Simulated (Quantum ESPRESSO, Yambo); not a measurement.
# MoSe$_{2}$: DFT and GW levels

```
CELL_PARAMETERS angstrom
      3.27832     0.00000     0.00000
     -1.63916     2.83910     0.00000
      0.00000     0.00000    12.72407
ATOMIC_POSITIONS crystal
  Se 0.33333 0.66667 0.88161
  Se 0.66667 0.33333 0.11839
  Se 0.66667 0.33333 0.38161
  Se 0.33333 0.66667 0.61839
  Mo 0.66667 0.33333 0.75000
  Mo 0.33333 0.66667 0.25000
```

Cell and atoms were relaxed with PBE+D3(BJ) from Materials Project entry mp-1634, within its symmetry.

Starting point: norm-conserving PBE (stringent potentials; Quantum ESPRESSO, 104 Ry, without SOC). G0W0 in Yambo: 6×6×1 Γ-centred k mesh, bands 39 to 137 and a 6 Ry block in the screening, 137 bands in G with the Bruneval-Gonze terminator, plasmon pole fitted at 27.2 eV.

- PBE gap along the band path = 0.74 eV
- PBE gap between the mesh's edge points (Γ → (0.167, 0.167, 0)) = 0.77 eV
- G0W0 gap between the same points = 1.00 eV
- PBE smallest direct gap on the mesh (at K) = 1.46 eV
- G0W0 direct gap at that point = 1.84 eV

```json
[
 {"k point": "Γ", "band": "VB", "E PBE (eV)": "0.00", "E QP (eV)": "0.28", "shift (eV)": "0.28", "Z": "0.78"},
 {"k point": "Γ", "band": "CB", "E PBE (eV)": "2.46", "E QP (eV)": "3.12", "shift (eV)": "0.66", "Z": "0.79"},
 {"k point": "M", "band": "VB", "E PBE (eV)": "-0.87", "E QP (eV)": "-0.79", "shift (eV)": "0.07", "Z": "0.80"},
 {"k point": "M", "band": "CB", "E PBE (eV)": "1.55", "E QP (eV)": "2.31", "shift (eV)": "0.76", "Z": "0.77"},
 {"k point": "(0.167, 0.167, 0)", "band": "VB", "E PBE (eV)": "-1.11", "E QP (eV)": "-0.88", "shift (eV)": "0.23", "Z": "0.78"},
 {"k point": "(0.167, 0.167, 0)", "band": "CB", "E PBE (eV)": "0.77", "E QP (eV)": "1.28", "shift (eV)": "0.51", "Z": "0.79"},
 {"k point": "K", "band": "VB", "E PBE (eV)": "-0.29", "E QP (eV)": "0.00", "shift (eV)": "0.29", "Z": "0.78"},
 {"k point": "K", "band": "CB", "E PBE (eV)": "1.17", "E QP (eV)": "1.84", "shift (eV)": "0.67", "Z": "0.78"}
]
```

Energies count from the PBE valence-band maximum.

Convergence of the G0W0 settings was not tested.

Spin-orbit splittings are left out.
